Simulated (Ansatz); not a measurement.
**Property card for Bi₂SO₂**

Bi$_{2}$SO$_{2}$:
```xyz
10
Lattice="3.8231 0.0000 0.0000 0.0000 11.9060 0.0000 0.0000 0.0000 3.8192" Properties=species:S:1:pos:R:3 pbc="T T T"
Bi     1.8067    10.2119     1.9096
Bi     2.0164     1.6941     1.9096
Bi     3.7182     7.6471     0.0000
Bi     0.1049     4.2589     0.0000
S      0.0000     0.0000     0.0000
S      1.9115     5.9530     1.9096
O      1.8350     8.9284     0.0000
O      1.9880     2.9777     0.0000
O      3.7466     8.9307     1.9096
O      0.0765     2.9754     1.9096
```

Space group Pnnm (No. 58); conventional cell a = 3.8231 Å, b = 11.9060 Å, c = 3.8192 Å, α = β = γ = 90.00°.

Method: DFT-PBEsol in the program Ansatz with PAW potentials. Structure relaxed to zero pressure with the same functional. Other levels are named where they apply.

### Cell and energy

```json
{
  "volume_per_atom": "17.38 Å³",
  "density": "9.21 g/cm³",
  "Formation energy from the elements (no fitted shifts)": "-1.00 eV/atom"
}
```

### Electronic structure

```json
{
  "band_gap": "0.77 eV (indirect)",
  "valence_band_maximum": "at S (k = 0.500, 0.500, 0.000 in fractions of the reciprocal vectors)",
  "conduction_band_minimum": "at Γ",
  "smallest_direct_gap_on_the_standard_path": "1.10 eV",
  "electron_effective_mass": "0.15, 0.15, 0.32 mₑ (principal values)",
  "Electron effective mass with spin–orbit coupling": "0.15, 0.15, 0.34 mₑ (principal values)",
  "HSE06 gap on the PBEsol cell": "1.52 eV",
  "Gap with spin–orbit coupling": "0.53 eV"
}
```

### Mechanics

```json
{
  "Bulk modulus (Birch–Murnaghan fit)": "69.0 GPa",
  "Pressure derivative B′": "10.9"
}
```

### Dielectric response

```json
{
  "Electronic dielectric constant ε∞ (DFPT)": "12.0 (xx), 9.71 (yy), 12.1 (zz)",
  "Static dielectric constant ε0 (ions relaxed, cell fixed)": "249 (xx), 130 (yy), 249 (zz)",
  "Born charges (a third of the trace)": "Bi +5.64, S -3.81, O -3.73 e"
}
```

### Phonons

```json
{
 "Highest zone-centre frequency (without LO–TO term)": "518 cm^-1",
 "zone_centre_stability": "no imaginary mode at Γ",
 "dynamical_stability_on_the_path": "stable (no imaginary branch)",
 "zero_point_energy": "40.0 meV/atom",
 "Vibrational entropy at 300 K": "32.7 J/(K·mol of atoms)"
}
```

The workflow started from a Materials Project entry (that database holds measured and hypothetical structures alike); the Crystallography Open Database copy checked does not list it. Its standing as an ambient phase is unchecked. The cell was relaxed with PBEsol under the symmetry of its start. The references are the lowest solids computed at this level, not always the standard phases (solids in place of the gases). Scalar-relativistic: spin–orbit coupling is off unless named, which matters more the heavier the elements.

Potentials: the later of the program's two PAW sets.
